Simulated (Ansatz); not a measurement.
One crystal and one scan (frozen-phonon scan) at two levels, PBE (plane waves to 420 eV, PAW, scalar-relativistic; Ansatz, a program for electronic structure) and r2SCAN (plane waves to 500 eV, PAW, scalar-relativistic; Ansatz), each from its own relaxed cell and on its own mesh. The cell shown is that of PBE.

Relaxed TiN (rock salt):

```xyz
4
Lattice="0.0000 4.2469 4.2469 2.1235 0.0000 2.1235 2.1235 2.1235 0.0000" Properties=species:S:1:pos:R:3 pbc="T T T"
N      0.0000     0.0000     0.0000
N      2.1235     2.1235     4.2469
Ti     2.1235     2.1235     2.1235
Ti     2.1235     4.2469     4.2469
```

A phonon eigenvector at L = (0.5, 0.0, 0.0) is frozen into this cell: atom i moves by Q times the vector below, so Q is the largest atomic displacement, in Å. The cell is held. It is one choice among 2 degenerate patterns. (q is in reciprocal vectors of the primitive cell; the cell shown is doubled to hold the pattern.)

```tsv
atom	x	y	z
Ti3	0.285	-0.520	0.805
Ti4	-0.285	0.520	-0.805
```

Atoms not listed stay in place.

TiN is run without spin polarisation. TiN was relaxed with its symmetry unable to fall. With partly filled bands, energies and forces of such displacements shift with the k mesh and the smearing. Percentages come from the unrounded values.

Results of PBE:

- Lattice constant a (Å): 4.247
- Harmonic wavenumber from the curvature (finite differences) (cm⁻¹ (negative: imaginary)): 181
- Shape of the curve: a single well with its minimum at or next to zero displacement

**Question.** What does r2SCAN give for the same quantities?

**Answer.** 
```tsv
quantity	r2SCAN	PBE − r2SCAN
Lattice constant a (Å)	4.233	+0.014 (+0.3 %)
Harmonic wavenumber from the curvature (finite differences) (cm⁻¹ (negative: imaginary))	186	-5 (-3 %)
```

PBE gives the higher value for: lattice constant a. PBE gives the lower value for: harmonic wavenumber from the curvature. Both give the same shape of the curve: a single well with its minimum at or next to zero displacement. Neither level is exact: the differences show how much the result hangs on the functional.

(A displaced cell: forces are minus the slopes of the energy, force constants its curvatures, and phonons follow from these.)
